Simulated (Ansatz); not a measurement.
# Does relaxation matter for the field gradients of ZnS with Cl replacing S?

Start: a supercell of ZnS (wurtzite type, P6_3mc) built from a structure deposited in the COD, with all atoms left at the host's positions.

```xyz
48
Lattice="7.6220 0.0000 0.0000 -5.7165 9.9013 0.0000 0.0000 0.0000 12.4680" Properties=species:S:1:pos:R:3 pbc="T T T"
Zn    0.0000    2.2003    0.0000
Zn    0.0000    2.2003    6.2340
Zn   -1.9055    5.5007    0.0000
Zn   -1.9055    5.5007    6.2340
Zn   -3.8110    8.8011    0.0000
Zn   -3.8110    8.8011    6.2340
Zn    3.8110    2.2003    0.0000
Zn    3.8110    2.2003    6.2340
Zn    1.9055    5.5007    0.0000
Zn    1.9055    5.5007    6.2340
Zn    0.0000    8.8011    0.0000
Zn    0.0000    8.8011    6.2340
Zn    1.9055    1.1001    3.1170
Zn    1.9055    1.1001    9.3510
Zn    0.0000    4.4006    3.1170
Zn    0.0000    4.4006    9.3510
Zn   -1.9055    7.7010    3.1170
Zn   -1.9055    7.7010    9.3510
Zn    5.7165    1.1001    3.1170
Zn    5.7165    1.1001    9.3510
Zn    3.8110    4.4006    3.1170
Zn    3.8110    4.4006    9.3510
Zn    1.9055    7.7010    3.1170
Zn    1.9055    7.7010    9.3510
Cl    0.0000    2.2003    2.4001
S     0.0000    2.2003    8.6341
S    -1.9055    5.5007    2.4001
S    -1.9055    5.5007    8.6341
S    -3.8110    8.8011    2.4001
S    -3.8110    8.8011    8.6341
S     3.8110    2.2003    2.4001
S     3.8110    2.2003    8.6341
S     1.9055    5.5007    2.4001
S     1.9055    5.5007    8.6341
S     0.0000    8.8011    2.4001
S     0.0000    8.8011    8.6341
S     1.9055    1.1001    5.5171
S     1.9055    1.1001   11.7511
S     0.0000    4.4006    5.5171
S     0.0000    4.4006   11.7511
S    -1.9055    7.7010    5.5171
S    -1.9055    7.7010   11.7511
S     5.7165    1.1001    5.5171
S     5.7165    1.1001   11.7511
S     3.8110    4.4006    5.5171
S     3.8110    4.4006   11.7511
S     1.9055    7.7010    5.5171
S     1.9055    7.7010   11.7511
```

Atoms are numbered from 1 in the order listed; like atoms form one site, named after its first atom.

Method: Kohn–Sham DFT in Ansatz, PBE, plane waves and PAW, scalar-relativistic, collinear spin, 420 eV cutoff, Γ-centred 3×2×2 k-points, Fermi–Dirac smearing 0.01 eV. Start moments as typed (μB): 1 on each Cl, none on the rest.

The largest force at the start is 1.3 eV/Å. Relaxing the ions at fixed cell moves them by 0.217 Å at most (atom 15, Zn) and 0.065 Å rms.

| site | atom | moved (Å) | first shell before | first shell after | V_zz before (10²¹ V/m²) | η before |
| --- | --- | --- | --- | --- | --- | --- |
| Zn2 | 2 | 0.041 | 4 S at 2.31–2.40 Å | 4 S at 2.33–2.34 Å | 1.72 | 0.03 |
| Zn4 | 4 | 0.044 | 4 S at 2.31–2.40 Å | 4 S at 2.33–2.34 Å | 1.69 | 0.19 |
| Zn10 | 10 | 0.045 | 4 S at 2.31–2.40 Å | 4 S at 2.33–2.34 Å | 1.69 | 0.20 |
| Zn6 | 6 | 0.043 | 4 S at 2.31–2.40 Å | 4 S at 2.33–2.34 Å | 1.68 | 0.14 |
| Zn8 | 8 | 0.052 | 4 S at 2.31–2.40 Å | 4 S at 2.33–2.34 Å | 1.61 | 0.19 |
| Zn12 | 12 | 0.043 | 4 S at 2.31–2.40 Å | 4 S at 2.33–2.34 Å | 1.69 | 0.14 |
| Zn13 | 13 | 0.172 | 3 S at 2.31–2.40 Å, 1 Cl at 2.31 Å | 3 S at 2.30 Å, 1 Cl at 2.51 Å | 3.87 | 0.61 |
| Zn15 | 15 | 0.217 | 1 Cl at 2.31 Å, 3 S at 2.31–2.40 Å | 3 S at 2.30 Å, 1 Cl at 2.52 Å | 4.28 | 0.55 |
| Zn16 | 16 | 0.019 | 4 S at 2.31–2.40 Å | 4 S at 2.33–2.34 Å | 2.15 | 0.02 |
| Zn17 | 17 | 0.032 | 4 S at 2.31–2.40 Å | 4 S at 2.33–2.34 Å | 1.36 | 0.09 |
| Zn18 | 18 | 0.038 | 4 S at 2.31–2.40 Å | 4 S at 2.33 Å | 1.85 | 0.00 |
| Zn19 | 19 | 0.164 | 3 S at 2.31–2.40 Å, 1 Cl at 2.31 Å | 3 S at 2.30–2.31 Å, 1 Cl at 2.52 Å | 3.85 | 0.59 |
| Zn21 | 21 | 0.070 | 4 S at 2.31–2.40 Å | 4 S at 2.32–2.33 Å | 1.53 | 0.06 |
| Zn23 | 23 | 0.051 | 4 S at 2.31–2.40 Å | 4 S at 2.32–2.34 Å | 1.50 | 0.17 |
| Cl | 25 | 0.066 | 4 Zn at 2.31–2.40 Å | 4 Zn at 2.51–2.54 Å | -1.41 | 0.14 |
| S31 | 31 | 0.048 | 4 Zn at 2.31–2.40 Å | 4 Zn at 2.30–2.34 Å | 2.50 | 0.39 |

Q: How do the gradients change?

A: 

```json
{"site": "Zn2", "atom": "2", "V_zz after": "0.23", "η after": "0.97", "change of V_zz": "–"}
{"site": "Zn4", "atom": "4", "V_zz after": "0.46", "η after": "0.74", "change of V_zz": "–"}
{"site": "Zn10", "atom": "10", "V_zz after": "0.41", "η after": "0.63", "change of V_zz": "–"}
{"site": "Zn6", "atom": "6", "V_zz after": "0.43", "η after": "0.61", "change of V_zz": "–"}
{"site": "Zn8", "atom": "8", "V_zz after": "-0.45", "η after": "0.91", "change of V_zz": "-2.06"}
{"site": "Zn12", "atom": "12", "V_zz after": "0.37", "η after": "0.74", "change of V_zz": "–"}
{"site": "Zn13", "atom": "13", "V_zz after": "7.24", "η after": "0.03", "change of V_zz": "+3.37"}
{"site": "Zn15", "atom": "15", "V_zz after": "8.15", "η after": "0.01", "change of V_zz": "+3.87"}
{"site": "Zn16", "atom": "16", "V_zz after": "0.51", "η after": "0.91", "change of V_zz": "-1.64"}
{"site": "Zn17", "atom": "17", "V_zz after": "-0.42", "η after": "0.37", "change of V_zz": "-1.78"}
{"site": "Zn18", "atom": "18", "V_zz after": "0.055", "η after": "0.65", "change of V_zz": "–"}
{"site": "Zn19", "atom": "19", "V_zz after": "7.08", "η after": "0.03", "change of V_zz": "+3.23"}
{"site": "Zn21", "atom": "21", "V_zz after": "-0.91", "η after": "0.16", "change of V_zz": "-2.44"}
{"site": "Zn23", "atom": "23", "V_zz after": "-0.63", "η after": "0.61", "change of V_zz": "-2.13"}
{"site": "Cl", "atom": "25", "V_zz after": "-0.39", "η after": "0.44", "change of V_zz": "+1.02"}
{"site": "S31", "atom": "31", "V_zz after": "-1.05", "η after": "0.29", "change of V_zz": "–"}
```

The largest change of V_zz along a kept axis is on Zn15, from 4.28 to 8.15. In per cent, |V_zz| changes by -76 to +90 on Zn (all sites that start above 2, bar those whose gradient vanishes or changes sign or whose main axis turns by over 40°). Where |V_zz| stays above 0.1 and the axes keep their order, η moves most on Zn16, from 0.02 to 0.91. On Zn8, Zn23, Zn17, S27, S33, S38, S44, S40 and 3 more sites (not all in the table) V_xx and V_yy change places (or their axes turn by over 50°), so the two values of η hide a larger change. V_zz changes sign on Zn8 (axis turned by 16°), Zn21 (same axis), Zn23 (axis turned by 12°), Zn17 (axis turned by 17°), S45 (same axis), S41 (same axis), S47 (axis turned by 17°), S30 (same axis) and 3 more sites (not all in the table). On S31, Zn18, Zn2, Zn12, Zn10, Zn4, Zn6, Zn14 and 14 more sites (not all in the table) the largest principal value lies along another axis in the second run, so the two V_zz can't be compared directly. The table leaves out 32 of the 48 sites, with |V_zz| up to 8.60; their tensors move by 2.16 at most along any direction. The statements above cover all sites. The host's own positions weren't relaxed first, so part of the change far from the defect can be the host's relaxation.

The defect repeats with the cell of 48 atoms, so it feels its images: sites between two images don't show the values beside a lone defect, and zeros or small values of η there can come from the images' arrangement. S and Zn carry a gradient in the pure host already, so the values there aren't the defect's effect alone. The defect cell has no gap above 0.1 eV on its mesh, so the values can hang on the smearing and the k-mesh. The start moments die out, and the run ends without spin.
Before: The neighbours have not yet relaxed around the defect (largest force 1.3 eV/Å), so a real crystal will differ.
